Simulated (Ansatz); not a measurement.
Relaxed Cd (hcp, Mg type):

```yaml
crystal:
  lattice:
    - [3.01606, 0.00000, 0.00000]
    - [-1.50803, 2.61198, 0.00000]
    - [0.00000, 0.00000, 5.81912]
  atoms:
    - { symbol: Cd, position: [0.33333, 0.66667, 0.75000] }
    - { symbol: Cd, position: [0.66667, 0.33333, 0.25000] }
```

Two-dimensional scan of atom 2 (Cd, nearest neighbour Cd at 3.016 Å; its periodic images, 3.0 Å or more away, move with it): u runs along (0.707, 0.707, 0.000), v along (0.000, 0.000, 1.000) (Cartesian). Cell and other atoms are fixed.

Calculation: PBE (plane waves to 420 eV, PAW, scalar-relativistic; Ansatz, a first-principles code). k mesh 14×14×7 (Γ-centred), Fermi-Dirac smearing 0.05 eV. Stress and pressure are positive under compression. With partly filled bands, energies and forces of such displacements shift with the k mesh and the smearing. On this mesh the relaxed cell isn't quite at rest: it carries a pressure of 0.2 GPa (compression positive) at the zero of the scan. Cd was relaxed with its symmetry unable to fall. The relaxed volume of Cd is well above the measured one; the method has no dispersion term. 

```csv
P (GPa),u = -0.750,u = -0.375,u = 0.000,u = 0.375,u = 0.750
v = -0.750,11.1,9.6,…,10.0,…
v = -0.375,2.9,2.3,1.9,2.4,4.0
v = 0.000,0.9,0.5,0.2,0.5,1.5
v = 0.375,2.9,2.3,1.9,2.4,4.0
v = 0.750,11.1,9.6,…,10.0,…
```

Problem. What belongs in the gaps?

Solution. 
- v = -0.750, u = 0.000: 8.8
- v = -0.750, u = 0.750: 13.9
- v = 0.750, u = 0.000: 8.8
- v = 0.750, u = 0.750: 13.9

(For displaced atoms, the force is minus the slope of the energy, and its curvature is a force constant, which sets phonon frequencies.)
